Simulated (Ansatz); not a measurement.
All numbers below come from DFT PBE, scalar-relativistic, plane waves, PAW in Ansatz. All cells share a 420 eV cutoff and Γ-centred k meshes spaced about 0.3 Å⁻¹ or finer (0.25 for metals, 2π included). No spin polarisation.

All energies are static (0 K, no zero-point motion).

Compare these two cells of TaCl3F, each relaxed at this level.

1.

```
Ta Cl F
1.0
    -2.05586    2.42147    7.38696
     2.05586   -2.42147    7.38696
     2.05586    2.42147   -7.38696
Ta Cl F
1 3 1
Direct
  0.00000 0.00000 0.00000
  0.84273 0.84273 0.00000
  0.15727 0.15727 0.00000
  0.50000 0.00000 0.50000
  0.00000 0.50000 0.50000
```

2.

```
Ta Cl F
1.0
     6.68188   -3.25337    0.00000
     6.68188    3.25337    0.00000
    -6.66896    0.00000    6.76316
Ta Cl F
2 6 2
Cartesian
  6.6819 1.7386 0.0000
  6.6819 -1.7386 0.0000
  1.6017 -1.6178 5.0898
  1.6017 1.6178 5.0898
  5.0931 1.6178 1.6733
  5.0931 -1.6178 1.6733
  1.3733 0.0000 1.3046
  5.3215 0.0000 5.4586
  7.5774 0.0000 0.8499
  -0.8827 0.0000 5.9132
```

Task: Which form is favoured at zero pressure, and by what margin per atom?

Result: Cell 2 is lower, by 120 meV/atom. Cell 1 has space group Immm (No. 71), 29.4 Å³/atom and no gap on its mesh; cell 2 has space group C2/m (No. 12), 29.4 Å³/atom and a gap of 0.90 eV. In cell 1, Ta has 2 F at 2.06 Å and 4 Cl at 2.32–2.42 Å; Cl on a site of symmetry mm2 has 1 Ta at 2.32 Å; F has 2 Ta at 2.06 Å; 1 more site not described. In cell 2, Ta has 2 F at 2.13 Å, 4 Cl at 2.31–2.43 Å and 1 Ta at 3.03 Å; Cl on a site of symmetry 1 has 1 Ta at 2.31 Å; F is surrounded by 2 Ta at 2.13 Å and 1 F at 2.47 Å; 1 more site not described. Both come from trial cells of a structure search, whose lowest cell (Cm, 30.2 Å³/atom) lies 71 meV/atom below the lower of the two.

Weakly bound directions are ill-defined at this level, which has no dispersion term (Immm, C2/m), and this can change margins and order among such cells. These runs have no spin–orbit coupling, which can matter for Ta. Kohn–Sham gaps at this level usually fall short of measured ones. In Immm an odd number of electrons in the primitive cell allows no gap without spin; a larger cell or a magnetic state could open one. A magnetic state wasn't ruled out in cells without spin, among them Immm. Cells relaxed within their symmetry can be saddle points. Some types were kept out of the candidates beforehand, so the set may lack a known form.
